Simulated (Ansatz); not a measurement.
SnSe: Quadrupolar parameters

The cell is a computed structure from the Materials Project (it need not be an observed phase) whose atoms were relaxed with PBE, the cell held.

Space group Pnma (No. 62); a = 11.6645, b = 4.1263, c = 4.7009 Å.

```csv
site,Wyckoff,site symmetry,x,y,z
Sn,4c,.m.,0.6181,0.7500,0.3730
Se,4c,.m.,0.1457,0.2500,0.5227
```

One atom of each set is listed.

The numbers come from a DFT calculation in Ansatz (PBE, plane waves and PAW, scalar-relativistic, 420 eV cutoff, Γ-centred 3×8×7 k-points, Fermi–Dirac smearing 0.01 eV).

Conventions: |V_zz| ≥ |V_yy| ≥ |V_xx|, η = (V_xx − V_yy)/V_zz, C_Q = eQV_zz/h.

(1) Which values are expected at the nuclei?

Answers

(1) 

```tsv
site	atoms	first shell	V_xx, V_yy, V_zz (10²¹ V/m²)	η	C_Q (MHz)
Sn	4	3 Se at 2.80 Å	3.21, 6.63, -9.84	0.35	–
Se	4	3 Sn at 2.80 Å	2.81, 3.93, -6.74	0.17	–
```

At Sn V_zz stands upright on the plane through its three neighbours (within 8°).

Sn, Se have no stable isotope with a ground-state quadrupole moment in the table, so no C_Q is given.

Without spin–orbit coupling (the program notes it for Sn) the gradients can shift somewhat, as the gap is small.

The relaxation (5 steps) took 5.8 min of wall time (5.8 min of CPU time) and 0.83 GiB at its peak, on 1 thread of Arm Neoverse N1 (aarch64; 36 cores open to the job, memory cap 3.0 GiB, no GPU), a shared host with a load of 0.8 a core.
